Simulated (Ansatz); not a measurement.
Crystals of one structure type (diamond) and one family of elements, relaxed and computed with PBE (plane waves, PAW; program Ansatz).

| crystal | V (Å³/atom) | B₀ by P(V) fit (GPa) |
|---|---|---|
| Os | 21.44 | 205 |
| Ir | 21.58 | 185 |
| Re | 22.57 | 178 |
| Pt | 24.07 | ? |
| Ta | 28.40 | 70.3 |
| Au | 29.28 | 53.0 |
| Hf | 34.97 | 29.8 |

Problem. Fit a straight line to ln B₀ against ln V and predict the withheld value.

Solution. Least squares on the 6 shown rows: ln B₀ = -3.97 × ln V + (17.480), with a scatter of 6.6 %. For Pt this gives 128. The run itself gave 115, a miss of 11.3 % of that.

Typed or built starts, not in the databases checked: Os, diamond; Ir, diamond; Re, diamond; Pt, diamond; Ta, diamond; Au, diamond; Hf, diamond. Not the usual ambient phase: Os, diamond; Ir, diamond; Re, diamond; Pt, diamond; Ta, diamond; Au, diamond; Hf, diamond. All cells were relaxed under the symmetry of their starts (and spin orders); stability against distortions was not tested throughout. Named crystals with no word on spin ran without spin polarisation. Spin–orbit coupling is left out wherever it is not named.

Potentials: the earlier of the program's two PAW sets.
